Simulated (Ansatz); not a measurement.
BN (zinc blende) was relaxed and computed twice in Ansatz (plane waves, PAW), once with HSE06 and once with PBE.

```json
[
 {"": "cell", "run 1": "a = 3.6248 Å, b = 3.6248 Å, c = 3.6248 Å, α = 90.00°, β = 90.00°, γ = 90.00°", "run 2": "a = b = c = 3.596 Å, α = β = γ = 90.00°"},
 {"": "gap (eV)", "run 1": "4.46", "run 2": "5.81"},
 {"": "B₀ by P(V) fit (GPa)", "run 1": "371", "run 2": "404"}
]
```

**Question.** Which run used which functional?

**Answer.** Run 1 is PBE, run 2 is HSE06.

All cells were relaxed under the symmetry of their starts (and spin orders); stability against distortions was not tested throughout.

Potentials: the later of the program's two PAW sets.

Ansatz (a program for electronic structure) is a plane-wave DFT program.
